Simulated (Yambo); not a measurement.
Quantum ESPRESSO input (LDA, PseudoDojo standard norm-conserving files, scalar-relativistic) whose wavefunctions are converted with p2y:

```
&CONTROL
  calculation = 'nscf'
  pseudo_dir = './pseudo'
  outdir = './out'
/
&SYSTEM
  ibrav = 0
  nat = 6
  ntyp = 3
  ecutwfc = 74.0
  ecutrho = 296.0
  occupations = 'fixed'
  force_symmorphic = .true.
  nbnd = 215
/
&ELECTRONS
  conv_thr = 6.000000000000001e-09
  diago_full_acc = .true.
  diago_thr_init = 1e-08
/
ATOMIC_SPECIES
H 1.0080 H.upf
Sr 87.6200 Sr.upf
I 126.9045 I.upf
CELL_PARAMETERS angstrom
  4.242730017000   0.000000000000   0.000000000000
 -2.121365008000   3.674311976000   0.000000000000
  0.000000000000   0.000000000000   7.682750000000
ATOMIC_POSITIONS crystal
H   0.000000000000   0.000000000000   0.500000000000
H   0.666666667000   0.333333333000   0.357250000000
H   0.333333333000   0.666666667000   0.642750000000
Sr   0.666666667000   0.333333333000   0.678660000000
Sr   0.333333333000   0.666666667000   0.321340000000
I   0.000000000000   0.000000000000   0.000000000000
K_POINTS automatic
3 3 1 0 0 0
```

Yambo's initialisation report on symmetry, reciprocal space, the k grid and the gaps on this mesh:

```
  [02.02] Symmetries
  ==================

  Inversion symmetry    : yes
  Spatial inversion     : yes
  Inversion index       :   7
  K-space Time-reversal : no
  Magnetic symmetries   : no
  Group table correct   : yes
  Symmetries units      :  [cc]

  [02.03] Reciprocal space
  ========================

  nG shells         :  3127
  nG charge         :   69445
  nG WFs            :  10195
  nC WFs            :   8707
  G-vecs. in first 80 shells:  [ Number ]
     1    3    5   11   23   35   37   43   55
    67   69   81   87   99  111  123  135  137
   149  161  173  185  209  221  245  247  259
    265   289   301   313   325   337   361   373   375
    387   393   405   417   429   441   465   477   489
    513   537   549   561   563   575   599   611   635
    647   659   665   677   701   713   725   737   749
    761   785   787   799   823   835   859   871   883
    907   919   931   943   967   991  1015  1027
  ...
  Shell energy in first 80 shells:  [ mHa ]
    0.00000      93.6480      374.592      409.430      503.078      784.022      842.832      1228.29      1252.26
    1321.94      1498.37      1602.88      1637.72      1731.37      1907.80      2012.31      2071.12      2341.20
    2480.55      2726.66      2750.63      2866.01      2959.66      3136.09      3240.60      3371.33      3569.49
    3684.87      3708.84      3778.52      3780.76      3978.92      4059.46      4364.38      4527.70      4588.75
    4599.62      4913.16      4998.18      5006.81      5009.05      5183.24      5207.21      5287.76      5322.59
    5416.24      5697.19      5756.00      5817.04      5993.47      6026.07      6165.43      6226.47      6237.34
    6402.90      6411.53      6550.88      6644.53      6820.96      6925.48      7056.20      7221.76      7254.36
    7393.72      7454.76      7585.49      7631.19      7663.79      7779.18      7872.82      7994.92      8049.25
    8153.77      8273.63      8284.49      8598.04      8622.01      8691.68      8693.92      8813.78
  ...

  [02.04] K-grid lattice
  ======================

  Compatible Grid is   : 2D
  Base K vectors       :  K_min[ 1 ]  K_min[ 2 ]  K_min[ 3 ]
  K_min[ 1 ] : -0.333333  0.333333  0.000000 [rlu]
  K_min[ 2 ] :  0.000000  0.333333  0.000000 [rlu]
  Grid dimensions      :  3  3
  K lattice UC volume  :  0.034101 [a.u.]

  IBZ K-points                                      :  3
  BZ  K-points                                      :   9

  K/Q-points units:
  rlu = crystal or reduced units; cc = cartesian coordinates; iku = interal k-units

  K [1]          [rlu]:  0.000000  0.000000  0.000000
         WF components:   8631
  K [2]          [rlu]:  0.000000  0.333333  0.000000
         WF components:   8707
  K [3]          [rlu]:  0.333333  0.333333  0.000000
         WF components:   8673

  [02.05] Energies & Occupations
  ==============================

  [X] === General ===
  [X] Electronic Temperature                        :  0.000000  0.000000 [eV K]
  [X] Bosonic    Temperature                        :  0.000000  0.000000 [eV K]
  [X] Finite Temperature mode                       : no
  [X] El. density                                   :  0.25049E+24 [cm-3]
  [X] Fermi Level                                   :  6.314802 [eV]

  [X] === Gaps and Widths ===
  [X] Conduction Band Min                           :  1.982038 [eV]
  [X] Valence Band Max                              :  0.000000 [eV]
  [X] Filled Bands                                  :  15
  [X] Empty Bands                                   :   16  215
  [X] Direct Gap                                    :  2.689699 [eV]
  [X] Direct Gap localized at k                     :  1
  [X] Indirect Gap                                  :  1.982038 [eV]
  [X] Indirect Gap between kpts                     :  1  3
  [X] Last valence band width                       :  2.535726 [eV]
  [X] 1st conduction band width                     :  0.787362 [eV]
```
The gaps are LDA values on this mesh alone; only operations without fractional translations are kept.

Spin-orbit coupling is not included.

Geometry of the Materials Project entry, not relaxed at this level.
